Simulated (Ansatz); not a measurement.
Li$_{2}$H$_{6}$Pt:
```
CELL_PARAMETERS angstrom
      0.00000     3.30292     3.30292
      3.30292     0.00000     3.30292
      3.30292     3.30292     0.00000
ATOMIC_POSITIONS crystal
  Li 0.75000 0.75000 0.75000
  Li 0.25000 0.25000 0.25000
  H  0.75170 0.75170 0.24830
  H  0.24830 0.24830 0.75170
  H  0.24830 0.75170 0.75170
  H  0.75170 0.24830 0.24830
  H  0.75170 0.24830 0.75170
  H  0.24830 0.75170 0.24830
  Pt 0.00000 0.00000 0.00000
```

Relaxed with PBEsol. Special points in fractions of this cell's reciprocal vectors: Γ (0.000, 0.000, 0.000); X (0.500, 0.000, 0.500); U (0.625, 0.250, 0.625); K (0.375, 0.375, 0.750); L (0.500, 0.500, 0.500); W (0.500, 0.250, 0.750).

Task: List the band energies nearest the valence-band maximum at these points for plane-wave PAW PBEsol (Ansatz code).

Result: In eV from the valence-band maximum; about four levels below and three above (degenerate sets whole), none deeper than 8.9 eV; points with the same levels are listed once.

```
k                                below                above
-  -----------------------------------  -------------------
Γ  -2.43 -2.43 -2.43 -0.49 -0.49 -0.49  6.31 7.21 7.21 7.21
X              -1.98 -1.98 -1.82 -1.82       2.54 7.38 8.57
U              -2.14 -2.03 -1.79 -1.21       3.62 6.89 7.79
L        -2.17 -2.17 -2.15 -0.20 -0.20       5.13 5.13 6.74
W              -1.98 -1.85 -1.83 -1.83  4.40 5.81 8.29 8.29
```

Space group Fm-3m. The first step of the workflow began from a Materials Project structure, measured or hypothetical; the Crystallography Open Database copy checked does not list it. Whether it is the stable phase at ambient conditions was not checked. Symmetry was held in the PBEsol relaxation; of distortions, only those at the zone centre were tested. No spin polarisation was allowed. Spin–orbit coupling is left out wherever it is not named.

Potentials: the later of the program's two PAW sets.
